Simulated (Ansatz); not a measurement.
SiMo₃:
```
SiMo3
1.0
    0.00000     3.09929     3.09929
    3.09929     0.00000     3.09929
    3.09929     3.09929     0.00000
Si Mo
1 3
Cartesian
  0.00000   0.00000   0.00000
  3.09929   3.09929   3.09929
  1.54964   1.54964   1.54964
  4.64893   4.64893   4.64893
```

Relaxed with PBE. Special points in fractions of this cell's reciprocal vectors: Γ (0.000, 0.000, 0.000); X (0.500, 0.000, 0.500); U (0.625, 0.250, 0.625); K (0.375, 0.375, 0.750); L (0.500, 0.500, 0.500); W (0.500, 0.250, 0.750).

Problem. List the band energies nearest the Fermi level at these points for PBE (plane waves, PAW; program Ansatz).

Solution. In eV from the Fermi level; about four levels below and three above (degenerate sets whole), none deeper than 8.9 eV; points with the same levels are listed once.

| k | below | above |
|---|---|---|
| Γ | -4.41 -4.41 -4.41 -2.02 -2.02 -2.02 | 1.49 1.49 1.49 |
| X | -2.56 -2.56 -2.48 -1.17 | 0.37 0.37 0.82 |
| U | -1.79 -0.62 -0.36 -0.06 | 0.41 0.84 1.90 |
| L | -1.59 -1.59 -0.71 -0.71 -0.49 | 1.62 1.62 1.96 1.96 |
| W | -2.31 -2.31 -1.37 -1.37 -0.48 | 0.14 0.91 1.02 |

Space group Fm-3m. The cell is a constructed one: a structure type filled with these elements; neither database checked (COD, Materials Project) lists it. COD files the formula under space group No. 223, so this cell is another polymorph or a model. Its standing as an ambient phase is unchecked. Symmetry was held in the PBE relaxation; its stability against distortions is not shown here. No spin polarisation was allowed. Spin–orbit coupling is left out wherever it is not named.

Potentials: the earlier of the program's two PAW sets.
